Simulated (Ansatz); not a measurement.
**InAs, first-principles data**

InAs:
```cif
data_AsIn
_chemical_formula_sum 'In1 As1'
_space_group_name_H-M_alt 'Pm-3m'
_space_group_IT_number 221
_space_group_name_Hall '-P 4 2 3'
_cell_length_a 3.54233
_cell_length_b 3.54233
_cell_length_c 3.54233
_cell_angle_alpha 90.000
_cell_angle_beta 90.000
_cell_angle_gamma 90.000
loop_
_atom_site_label
_atom_site_type_symbol
_atom_site_symmetry_multiplicity
_atom_site_Wyckoff_symbol
_atom_site_fract_x
_atom_site_fract_y
_atom_site_fract_z
_atom_site_occupancy
In1 In 1 a 0.00000 0.00000 0.00000 1
As1 As 1 b 0.50000 0.50000 0.50000 1
```

Space group Pm-3m (No. 221), CsCl type; conventional cell a = b = c = 3.542 Å, α = β = γ = 90.00°.

Method: r²SCAN in the plane-wave PAW code Ansatz. Geometry: relaxed at this level of theory. Other levels are named where they apply.

**Cell and energy**

```yaml
volume_per_atom: 22.22 Å³
density: 7.09 g/cm³
```

**Electronic structure**

```yaml
electronic_character: metallic (no gap)
Density of states at the Fermi level: 0.55 states/eV per atom (mean over ±0.08 eV)
Gap with spin–orbit coupling: none (metallic)
```

**Mechanics**

```yaml
Bulk modulus (Birch–Murnaghan fit): 62.1 GPa
Pressure derivative B′: 4.8
Elastic constants (relaxed ions, GPa): C11 = 60.1, C12 = 64.3, C44 = 7.3
mechanical_stability: unstable (C has a negative eigenvalue)
```

**Charges**

```yaml
bader_charges: In +0.63, As -0.63 e
```

The cell is a constructed one: a structure type filled with these elements; neither database checked (COD, Materials Project) lists it. It is not the phase usual at ambient conditions (space group No. 216). Symmetry was held in the r²SCAN relaxation. As this level gives no gap, shear constants depend on the k-mesh and smearing (Fermi–Dirac, 0.1 eV here). Scalar-relativistic: spin–orbit coupling is off unless named, which matters more the heavier the elements.

Potentials: the earlier of the program's two PAW sets. The files were generated under PBE; for other functionals the program regenerates the frozen cores, and for LDA and PBEsol the local potential too.
